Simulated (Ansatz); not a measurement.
## Energy over volume and axial ratio for Sc (fcc, Cu type)

Sc (fcc, Cu type)

```yaml
crystal:
  lattice:
    - [0.00000, 2.27638, 2.27638]
    - [2.27638, 0.00000, 2.27638]
    - [2.27638, 2.27638, 0.00000]
  atoms:
    - { symbol: Sc, position: [0.00000, 0.00000, 0.00000] }
```

Two coordinates are scanned: the volume, and the ratio of the stretch along z (the conventional c axis) to the stretch across it. Atoms keep their fractional coordinates.

Calculation: PBEsol (plane waves to 420 eV, PAW, scalar-relativistic; Ansatz, an electronic-structure program). k mesh 18×18×18 (Γ-centred), Fermi-Dirac smearing 0.05 eV. The energy includes the smearing's −TS. Stress and pressure are positive under compression. With partly filled bands, the response to shear is sensitive to the k mesh, so small differences along c/a are uncertain. Sc is run without spin polarisation. Sc was relaxed with its symmetry unable to fall. This is one of several known forms of Sc; the measured ambient cells at hand have space group No. 194. The zero of ΔE is the relaxed starting cell.

ΔE (meV/atom), with V/V₀ across and (c/a)/(c/a)₀ down:

```tsv
(c/a)/(c/a)₀ \ V/V₀	0.960	0.973	0.987	1.000	1.013	1.027	1.040
0.920	16	12	10	9	10	12	15
0.947	11	7	5	4	5	7	10
0.973	8	4	2	1	2	4	7
1.000	7	3	1	0	1	3	6
1.027	8	4	2	1	2	4	7
1.053	11	7	5	4	5	7	10
1.080	16	12	10	9	10	12	16
```

σzz − σxx (GPa), with V/V₀ across and (c/a)/(c/a)₀ down:

```tsv
(c/a)/(c/a)₀ \ V/V₀	0.960	0.973	0.987	1.000	1.013	1.027	1.040
0.920	2.1	2.1	2.0	2.0	2.0	1.9	1.9
0.947	1.5	1.5	1.4	1.4	1.4	1.4	1.4
0.973	0.8	0.8	0.8	0.8	0.7	0.7	0.7
1.000	0.0	0.0	0.0	0.0	0.0	0.0	0.0
1.027	-0.9	-0.8	-0.8	-0.8	-0.8	-0.8	-0.8
1.053	-1.7	-1.7	-1.7	-1.7	-1.7	-1.7	-1.7
1.080	-2.7	-2.6	-2.6	-2.6	-2.6	-2.6	-2.5
```

What the scan shows:

- Shear modulus C′ = (C11 − C12)/2 (fit, atoms clamped): 15 GPa
- Lowest place on the grid: V/V₀ = 1.000, (c/a)/(c/a)₀ = 1.000 (0 meV/atom)
- Highest place on the grid: V/V₀ = 0.960, (c/a)/(c/a)₀ = 1.080 (16 meV/atom)

The 49 points together took very roughly 6 core-minutes.

(Under strain, the slope of the energy per volume gives the stress and its curvature an elastic modulus.)
